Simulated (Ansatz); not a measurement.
## SnPPt2 in Ansatz, settings compared

The input file (Ansatz 0.2.0, plane waves):

```yaml
crystal:
  lattice:
    - [2.206041, 3.820973, 0.0]
    - [-2.206041, 3.820973, 0.0]
    - [0.0, 0.0, 8.768254]
  atoms:
    - { symbol: Sn, position: [0.0, 0.0, 0.0] }
    - { symbol: Sn, position: [0.0, 0.0, 0.5] }
    - { symbol: P, position: [0.3333, 0.3334, 0.25] }
    - { symbol: P, position: [0.6666, 0.6667, 0.75] }
    - { symbol: Pt, position: [0.3333, 0.3334, 0.59] }
    - { symbol: Pt, position: [0.6666, 0.6667, 0.09] }
    - { symbol: Pt, position: [0.3333, 0.3334, 0.91] }
    - { symbol: Pt, position: [0.6667, 0.6667, 0.41] }
  symmetry: { tolerance: 0.0003 }
kpoints:
  mp_grid: { grid: [5, 5, 2], shift: [0, 0, 0] }
magnetization:
  spin_polarized: false
scf:
  occupations: { method: fermi_dirac, width: 0.1269 }
hamiltonian:
  pseudopotentials: { kind: paw }
  xc: pbe
basis:
  ecutwfc: 420
output:
  forces: true
  stress: true
  eigenvalues: true
relax:
  max_steps: 40
  cell: {}
```

The command:

```bash
ansatz run input.yaml --threads 1 --pin off --max-ram 2560MiB --backend cpu --events-out ev --progress --plain --runs-dir out
```

Origin of the cell: a known structure type with other elements, at an estimated volume, so it need not be a known compound.

Output of this run (shortened):

```
SCF iter   1: F=—  HF=-63651.717834 eV  Δρ=3.60e-3  dr2=9.14e-3  defer=3
SCF iter   2: F=—  HF=-63651.719698 eV  Δρ=2.14e-3  dr2=3.71e-3  defer=1
SCF iter   3: F=—  HF=-63651.720171 eV  Δρ=2.67e-4  dr2=9.78e-5  defer=1
SCF iter   4: F=—  HF=-63651.720180 eV  Δρ=9.05e-5  dr2=1.65e-5  defer=1
SCF iter   5: F=—  HF=-63651.720181 eV  Δρ=3.08e-5  dr2=3.14e-6  defer=1
SCF iter   6: F=—  HF=-63651.720181 eV  Δρ=1.18e-5  dr2=3.36e-7  defer=1
SCF iter   7: F=-63651.720181 eV  HF=-63651.720181 eV  Δρ=3.87e-6  dr2=3.56e-8
relax step   1: F+E_penalty+E_count = -63651.720181 eV  Δ(F+E_penalty+E_count) = +0.000e0 eV  max|allowed force component| = 8.746e-1 eV/Å  Δτ_max = 0.0000 Å  P = +0.913 GPa  Ω = 147.819 Å³ […]
relax step   2: F+E_penalty+E_count = -63651.660937 eV  Δ(F+E_penalty+E_count) = +5.924e-2 eV  max|allowed force component| = 1.330e0 eV/Å  Δτ_max = 0.1381 Å  P = +0.424 GPa  Ω = 148.630 Å³ […]
relax step   3: F+E_penalty+E_count = -63651.884436 eV  Δ(F+E_penalty+E_count) = -1.643e-1 eV  max|allowed force component| = 3.683e-1 eV/Å  Δτ_max = 0.0664 Å  P = -0.872 GPa  Ω = 149.304 Å³ […]
relax step   4: F+E_penalty+E_count = -63652.039018 eV  Δ(F+E_penalty+E_count) = -1.546e-1 eV  max|allowed force component| = 6.615e-2 eV/Å  Δτ_max = 0.0790 Å  P = +0.562 GPa  Ω = 148.159 Å³ […]
relax step   5: F+E_penalty+E_count = -63652.219461 eV  Δ(F+E_penalty+E_count) = -1.804e-1 eV  max|allowed force component| = 7.035e-2 eV/Å  Δτ_max = 0.0518 Å  P = +0.416 GPa  Ω = 148.802 Å³ […]
[… 17 lines left out …]
relax step  23: F+E_penalty+E_count = -63654.343059 eV  Δ(F+E_penalty+E_count) = -3.906e-2 eV  max|allowed force component| = 8.394e-3 eV/Å  Δτ_max = 0.0000 Å  P = +0.444 GPa  Ω = 146.829 Å³  stress off target by 1.32e0 GPa […]
relax step  24: F+E_penalty+E_count = -63654.350063 eV  Δ(F+E_penalty+E_count) = -7.004e-3 eV  max|allowed force component| = 1.221e-2 eV/Å  Δτ_max = 0.0060 Å  P = +0.168 GPa  Ω = 147.013 Å³ […]
relax step  25: F+E_penalty+E_count = -63654.350451 eV  Δ(F+E_penalty+E_count) = -3.872e-4 eV  max|allowed force component| = 1.254e-2 eV/Å  Δτ_max = 0.0033 Å  P = -0.002 GPa  Ω = 147.229 Å³ […]
relax step  26: F+E_penalty+E_count = -63654.350483 eV  Δ(F+E_penalty+E_count) = -3.209e-5 eV  max|allowed force component| = 7.375e-5 eV/Å  Δτ_max = 0.0006 Å  P = +0.001 GPa  Ω = 147.203 Å³ […]
relax step  27: F+E_penalty+E_count = -63654.350817 eV  Δ(F+E_penalty+E_count) = -3.337e-4 eV  max|allowed force component| = 3.679e-5 eV/Å  Δτ_max = 0.0000 Å  P = -0.002 GPa  Ω = 147.203 Å³  stress off target by 2.80e-3 GPa […]
SCF 27 converged in 8 iterations: F = -63654.350817 eV  dr2 = 1.06e-14
basis re-selected at this cell: Δ(F+E_penalty+E_count) = -3.337e-4 eV, ΔP = -0.003 GPa vs the last step (what re-selecting the basis moved, of the pressure what is left beyond the Pulay corre […]
SCF converged after 8 iterations
Free energy (F): -63654.350817 eV
Harris-Foulkes:  -63654.350817 eV  (|F-HF|=1.46e-11)
Internal energy: -63654.067676 eV  (E = F + TS)
E sigma→0 (E₀):  -63654.209246 eV
Entropy (-TS):   -0.283141 eV (-35.393 meV/atom)
Fermi energy:    15.793474 eV
--- Per-component energies (eV) ---
  E_band       = -1028.849677
  E_kinetic    = 3071.889097
  E_local      = -9737.028358  (includes V_loc(G=0)·N_el)
  E_nonlocal   = 801.360686
  E_hartree    = 4126.666483
  E_xc         = -1936.297556
  E_vxc        = -1527.060433  (∫ρ·V_xc dr)
  E_paw        = -47233.844829  (= ΣΔE_a)
  E_vpaw       = -1891.344403  (= ΣTr[D̂ρ^β])
  E_aug_tail   = 0.000772  (compensation charges beyond the density's cutoff)
  E_ewald      = -12746.813970
  E_smearing   = -0.283141  (= −TS)
  Σ components = -63654.350817   (vs F -63654.350817, Δ=0.00e0)
--- Forces (eV/Å), atoms counted from 1 ---
  atom   1  Sn    -0.000000     0.000000     0.000000
  atom   2  Sn    -0.000000     0.000000     0.000000
  atom   3  P      0.000000     0.000000    -0.000000
  atom   4  P      0.000000    -0.000000     0.000000
  atom   5  Pt     0.000000     0.000000     0.000037
  atom   6  Pt     0.000000    -0.000000     0.000037
  atom   7  Pt    -0.000000     0.000000    -0.000037
  atom   8  Pt     0.000000    -0.000000    -0.000037
  max |Σ_I F_I| component: 3.24e-17 eV/Å
--- Stress (GPa, compression-positive) ---
       -0.002800       0.000000      -0.000000
        0.000000      -0.002800      -0.000000
       -0.000000      -0.000000      -0.000679
  P = ⅓ Tr σ = -0.0021 GPa (-0.021 kbar)
--- Relaxed structure (24 steps of the walk, 22 accepted, 3 SCFs on fresh bases) ---
  F+E_penalty+E_count = -63654.350817 eV   max|allowed force component| = 3.679e-5 eV/Å   (the final SCF, on the basis selected at the relaxed cell)
  cell:  # Å, volume = 147.2030 Å³
    - [1.787389, 3.095848, 0.0]
    - [-1.787389, 3.095848, 0.0]
    - [0.0, 0.0, 13.301113]
  atoms:
    - { symbol: Sn, position: [-3.353e-17, 2.110e-17, 2.967e-19] }
    - { symbol: Sn, position: [-3.353e-17, 2.110e-17, 0.5] }
    - { symbol: P, position: [0.333333, 0.333333, 0.25] }
    - { symbol: P, position: [0.666667, 0.666667, 0.750000] }
    - { symbol: Pt, position: [0.333333, 0.333333, 0.648294] }
    - { symbol: Pt, position: [0.666667, 0.666667, 0.148294] }
    - { symbol: Pt, position: [0.333333, 0.333333, 0.851706] }
    - { symbol: Pt, position: [0.666667, 0.666667, 0.351706] }
```

The same input was run again with these changes:

1. `basis.ecutwfc` 420 → "500 eV"; `accuracy` default → low
2. `scf.mixing.algorithm` default → broyden; `scf.mixing.beta` default → 0.2; `hamiltonian.dispersion` default → d3bj
3. `hamiltonian.pseudopotentials` { kind: paw } → { kind: paw, source: jth }
4. `scf.convergence.dr2_threshold` default → 1.0e-08; `scf.lower_state_search` default → light

| run | end | SCF iterations | volume (Å³/atom) | max force component (eV/Å) | moment (μB) | ΔE(σ→0) (meV/atom) |
| --- | --- | --- | --- | --- | --- | --- |
| base | converged | 175 | 18.40 | 0.000 | – | 0 |
| 1 | converged | 138 | 18.40 | 0.002 | – | -1.29 |
| 2 | converged | 204 | 17.73 | 0.000 | – | – |
| 3 | converged | 171 | 18.45 | 0.001 | – | – |
| 4 | converged | 198 | 18.40 | 0.000 | – | 0.00 |

Energies are compared only where functional, datasets, charge and starting cell are the same.

Caveats of the base run: no moments, though an odd count or open d shells may carry them; no spin-orbit coupling, though heavy elements are present; the k mesh is coarse if the cell is a metal; the relaxation held the start's symmetry, so the end may be a saddle point.

Run 3: the cutoff lies below the datasets' advice.

The base run ran for 3 min on 1 thread of AMD EPYC 7R43 64-Core Processor (Zen 3), on a shared host, peak memory 0.6 GiB, from the program's own first density.
